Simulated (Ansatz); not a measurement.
Ba2CuHgO4:
```yaml
crystal:
  lattice:
    - [3.88115, 0.00000, 0.00000]
    - [0.00000, 3.88115, 0.00000]
    - [0.00000, 0.00000, 9.66047]
  atoms:
    - { symbol: Ba, position: [0.50000, 0.50000, 0.69614] }
    - { symbol: Ba, position: [0.50000, 0.50000, 0.30386] }
    - { symbol: Cu, position: [0.00000, 0.00000, 0.50000] }
    - { symbol: Hg, position: [0.00000, 0.00000, 0.00000] }
    - { symbol: O, position: [0.00000, 0.00000, 0.79533] }
    - { symbol: O, position: [0.00000, 0.00000, 0.20467] }
    - { symbol: O, position: [0.00000, 0.50000, 0.50000] }
    - { symbol: O, position: [0.50000, 0.00000, 0.50000] }
```

This is the r²SCAN-relaxed structure. x, y and z are the axes in which the lattice vectors are written.

Q: All from r²SCAN (plane waves, PAW; program Ansatz), unless another level is named. Estimate the Young's modulus.

A: 68.1 GPa.

Q: What about the elastic constants (relaxed ions, GPa)?

A: C11 = 141, C12 = 54.5, C13 = 36.9, C33 = 108, C44 = 11.2, C66 = 43.8.

Q: And the highest zone-centre frequency?

A: 619 cm⁻¹.

Space group P4/mmm. The workflow started from a Materials Project entry (that database holds measured and hypothetical structures alike); the Crystallography Open Database copy checked does not list it. Whether it is the stable phase at ambient conditions was not checked. The cell was relaxed with r²SCAN under the symmetry of its start; its stability against distortions is not shown here. No spin polarisation was allowed. No Hubbard U is applied. Without spin polarisation and U, an open-shell compound can come out a false metal. As this level gives no gap, shear constants depend on the k-mesh and smearing (Fermi–Dirac, 0.1 eV here). As this level gives no gap, phonon frequencies hold no LO–TO term and depend on the k-mesh and smearing (Fermi–Dirac, 0.1 eV here). Spin–orbit coupling is left out wherever it is not named.

Potentials: the later of the program's two PAW sets.
